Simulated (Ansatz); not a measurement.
Data:

MgO:
```cif
data_Mg6O6
_chemical_formula_sum 'Mg6 O6'
_space_group_name_H-M_alt 'P3m1'
_space_group_IT_number 156
_space_group_name_Hall 'P 3 -2"'
_cell_length_a 3.25626
_cell_length_b 3.25626
_cell_length_c 15.48643
_cell_angle_alpha 90.000
_cell_angle_beta 90.000
_cell_angle_gamma 120.000
loop_
_atom_site_label
_atom_site_type_symbol
_atom_site_symmetry_multiplicity
_atom_site_Wyckoff_symbol
_atom_site_fract_x
_atom_site_fract_y
_atom_site_fract_z
_atom_site_occupancy
Mg1 Mg 1 a 0.00000 0.00000 0.64803 1
Mg2 Mg 1 a 0.00000 0.00000 0.97924 1
Mg3 Mg 1 c 0.66667 0.33333 0.81363 1
Mg4 Mg 1 c 0.66667 0.33333 0.48184 1
Mg5 Mg 1 c 0.66667 0.33333 0.14744 1
Mg6 Mg 1 b 0.33333 0.66667 0.31364 1
O1 O 1 a 0.00000 0.00000 0.85175 1
O2 O 1 a 0.00000 0.00000 0.52051 1
O3 O 1 c 0.66667 0.33333 0.01862 1
O4 O 1 c 0.66667 0.33333 0.68615 1
O5 O 1 c 0.66667 0.33333 0.35303 1
O6 O 1 b 0.33333 0.66667 0.18611 1
```

This is the r²SCAN-relaxed structure.

Question: All from plane-wave PAW r²SCAN (Ansatz code), unless another level is named. Predict the Bader charges.

Answer: Mg +1.73, O -1.73 e.

Question: What about the Born charges (a third of the trace)?

Answer: Mg +1.82 to +1.84, O -1.83 e.

Question: Next, the largest static χ(2) component?

Answer: 4.0 pm/V.

Question: What about the electronic dielectric constant ε∞ (DFPT)?

Answer: 2.81 (xx = yy), 2.86 (zz).

The first step of the workflow began from a Materials Project structure, measured or hypothetical; the Crystallography Open Database copy checked does not list it. It is not the phase usual at ambient conditions (space group No. 225). The r²SCAN relaxation kept the symmetry of its start; whether a distortion lowers the energy is not shown.

Potentials: the later of the program's two PAW sets.
